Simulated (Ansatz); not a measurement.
Input, command and steps of an Ansatz relaxation.

```yaml
crystal:
  lattice:
    - [3.0862077348, 0.0, 0.0]
    - [-1.5431038675, 2.6727342997, 0.0]
    - [0.0, 0.0, 8.2100299804]
  atoms:
    - { symbol: Be, position: [0.3333333333, 0.6666666667, 0.25] }
    - { symbol: Be, position: [0.6666666667, 0.3333333333, 0.75] }
    - { symbol: Ge, position: [0.3333333333, 0.6666666667, 0.75] }
    - { symbol: Ge, position: [0.6666666667, 0.3333333333, 0.25] }
basis:
  ecutwfc: 420
kpoints:
  mp_grid: { grid: [6, 6, 2] }
hamiltonian:
  xc: pbe
scf:
  occupations: { method: gaussian, width: 0.1 }
  lower_state_search: "off"
output:
  forces: true
  stress: true
  eigenvalues: true
relax:
  adjacent_minimum: "off"
  f_tol: 0.04
  max_steps: 70
  cell: { stress_tol: 0.4 }
```

```bash
ansatz run input.yaml --threads 1 --pin off --max-ram 2560MiB --backend cpu --events-out ev --progress --plain --runs-dir out
```

These are results of DFT PBE, scalar-relativistic, plane waves, PAW (Ansatz 0.2.0), not measurements.

Of 19 frames 10 are shown, positions in Å and forces in eV/Å; the SCF threshold varies from step to step. Steps run on the plane waves of an earlier cell, with a Pulay correction in the pressure. The basis is chosen afresh for the last frame, the zero of the energies, and at times for earlier ones too; energy and pressure step there, also at an unchanged geometry. Here that happened at step 15 (-65 meV/atom, 5.2 GPa); the frames before carry an error of that size.

```xyz
4
Lattice="3.0862 0.0000 0.0000 -1.5431 2.6727 0.0000 0.0000 0.0000 8.2100" Properties=species:S:1:pos:R:3:forces:R:3 pbc="T T T" step=1 free_energy_over_end_meV_per_atom=2400.24 pressure_GPa=57.12
Be    0.0000    1.7818    2.0525    0.0000    0.0000    0.0000
Be    1.5431    0.8909    6.1575    0.0000    0.0000    0.0000
Ge    0.0000    1.7818    6.1575    0.0000    0.0000    0.0000
Ge    1.5431    0.8909    2.0525    0.0000    0.0000    0.0000
4
Lattice="3.3878 0.0000 0.0000 -1.6939 2.9339 0.0000 0.0000 0.0000 8.1020" Properties=species:S:1:pos:R:3:forces:R:3 pbc="T T T" step=3 free_energy_over_end_meV_per_atom=1182.02 pressure_GPa=20.27
Be    0.0000    1.9559    2.0255    0.0000    0.0000    0.0000
Be    1.6939    0.9780    6.0765    0.0000    0.0000    0.0000
Ge    0.0000    1.9559    6.0765    0.0000    0.0000    0.0000
Ge    1.6939    0.9780    2.0255    0.0000    0.0000    0.0000
4
Lattice="3.6632 0.0000 0.0000 -1.8316 3.1724 0.0000 0.0000 0.0000 7.5341" Properties=species:S:1:pos:R:3:forces:R:3 pbc="T T T" step=5 free_energy_over_end_meV_per_atom=722.85 pressure_GPa=3.05
Be    0.0000    2.1149    1.8835    0.0000    0.0000    0.0000
Be    1.8316    1.0575    5.6506    0.0000    0.0000    0.0000
Ge    0.0000    2.1149    5.6506    0.0000    0.0000    0.0000
Ge    1.8316    1.0575    1.8835    0.0000    0.0000    0.0000
4
Lattice="3.7610 0.0000 0.0000 -1.8805 3.2571 0.0000 0.0000 0.0000 6.7230" Properties=species:S:1:pos:R:3:forces:R:3 pbc="T T T" step=7 free_energy_over_end_meV_per_atom=558.29 pressure_GPa=-1.10
Be    0.0000    2.1714    1.6807    0.0000    0.0000    0.0000
Be    1.8805    1.0857    5.0422    0.0000    0.0000    0.0000
Ge    0.0000    2.1714    5.0422    0.0000    0.0000    0.0000
Ge    1.8805    1.0857    1.6807    0.0000    0.0000    0.0000
4
Lattice="3.8417 0.0000 0.0000 -1.9209 3.3270 0.0000 0.0000 0.0000 5.9020" Properties=species:S:1:pos:R:3:forces:R:3 pbc="T T T" step=9 free_energy_over_end_meV_per_atom=359.44 pressure_GPa=-5.27
Be    0.0000    2.2180    1.4755    0.0000    0.0000    0.0000
Be    1.9209    1.1090    4.4265    0.0000    0.0000    0.0000
Ge    0.0000    2.2180    4.4265    0.0000    0.0000    0.0000
Ge    1.9209    1.1090    1.4755    0.0000    0.0000    0.0000
4
Lattice="3.8534 0.0000 0.0000 -1.9267 3.3371 0.0000 0.0000 0.0000 5.1037" Properties=species:S:1:pos:R:3:forces:R:3 pbc="T T T" step=11 free_energy_over_end_meV_per_atom=138.72 pressure_GPa=-3.42
Be    0.0000    2.2247    1.2759    0.0000    0.0000    0.0000
Be    1.9267    1.1124    3.8277    0.0000    0.0000    0.0000
Ge    0.0000    2.2247    3.8277    0.0000    0.0000    0.0000
Ge    1.9267    1.1124    1.2759    0.0000    0.0000    0.0000
4
Lattice="3.8575 0.0000 0.0000 -1.9287 3.3407 0.0000 0.0000 0.0000 4.8172" Properties=species:S:1:pos:R:3:forces:R:3 pbc="T T T" step=13 free_energy_over_end_meV_per_atom=87.53 pressure_GPa=-0.84
Be    0.0000    2.2271    1.2043    0.0000    0.0000    0.0000
Be    1.9287    1.1136    3.6129    0.0000    0.0000    0.0000
Ge    0.0000    2.2271    3.6129    0.0000    0.0000    0.0000
Ge    1.9287    1.1136    1.2043    0.0000    0.0000    0.0000
4
Lattice="3.8574 0.0000 0.0000 -1.9287 3.3406 0.0000 0.0000 0.0000 4.7775" Properties=species:S:1:pos:R:3:forces:R:3 pbc="T T T" step=15 free_energy_over_end_meV_per_atom=21.49 pressure_GPa=5.05
Be    0.0000    2.2271    1.1944    0.0000    0.0000    0.0000
Be    1.9287    1.1135    3.5831    0.0000    0.0000    0.0000
Ge    0.0000    2.2271    3.5831    0.0000    0.0000    0.0000
Ge    1.9287    1.1135    1.1944    0.0000    0.0000    0.0000
4
Lattice="3.9626 0.0000 0.0000 -1.9813 3.4317 0.0000 0.0000 0.0000 4.7968" Properties=species:S:1:pos:R:3:forces:R:3 pbc="T T T" step=17 free_energy_over_end_meV_per_atom=0.75 pressure_GPa=0.48
Be    0.0000    2.2878    1.1992    0.0000    0.0000    0.0000
Be    1.9813    1.1439    3.5976    0.0000    0.0000    0.0000
Ge    0.0000    2.2878    3.5976    0.0000    0.0000    0.0000
Ge    1.9813    1.1439    1.1992    0.0000    0.0000    0.0000
4
Lattice="3.9843 0.0000 0.0000 -1.9922 3.4505 0.0000 0.0000 0.0000 4.7854" Properties=species:S:1:pos:R:3:forces:R:3 pbc="T T T" step=19 free_energy_over_end_meV_per_atom=0.00 pressure_GPa=-0.04
Be    0.0000    2.3003    1.1964    0.0000    0.0000    0.0000
Be    1.9922    1.1502    3.5891    0.0000    0.0000    0.0000
Ge    0.0000    2.3003    3.5891    0.0000    0.0000    0.0000
Ge    1.9922    1.1502    1.1964    0.0000    0.0000    0.0000
```

The start puts this composition into another compound's structure type, which needn't suit it. At the end the space group is P6_3/mmc (tolerance 0.05 Å).

Time: 32 s on 1 thread of Arm Neoverse V1 (shared host), peak memory 0.32 GiB.

The k mesh is coarse.